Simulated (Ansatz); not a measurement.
# TiC: all-electron results

```
Ti C
1.0
     0.00000    2.16645    2.16645
     2.16645    0.00000    2.16645
     2.16645    2.16645    0.00000
Ti C
1 1
Cartesian
  0.0000 0.0000 0.0000
  2.1664 2.1664 2.1664
```

Atoms are numbered in the order listed.

The cell was built from the rocksalt type and relaxed in the same program, and has space group Fm-3m; it needn't be a known or the stable phase.

Levels of theory: DFT, PBE, all-electron LAPW, scalar-relativistic (Ansatz 0.2.0); DFT, PBE, PAW with Ansatz's default frozen-core files, scalar-relativistic (Ansatz 0.2.0).

For LAPW: a Γ-centred 14×14×14 k mesh, Fermi–Dirac smearing of 0.03 eV, basis error target 0.25 meV/atom, no spin polarisation. PAW takes a cutoff of 420 eV at this cell. The Ansatz runs share mesh, smearing and spin set-up. Values come from LAPW unless marked.

| Item | Value |
| --- | --- |
| Band gap | none: bands cross the Fermi level, a metal |
| Pressure at this cell | -0.03 GPa |
| Volume per atom | 68.6 bohr³ |

Give the computed value. Density of states at the Fermi level (0.2 eV bin).

0.25 states/eV per cell.

Predict this quantity. Bader charges (from the PAW run).

Ti1 +1.69, C2 -1.69 e.

Give the computed value. Löwdin charges (with 0.04 e of the cell spilling out of the atomic basis, so their sizes and signs hang on that basis).

Ti1 0.85, C2 -0.81 e.
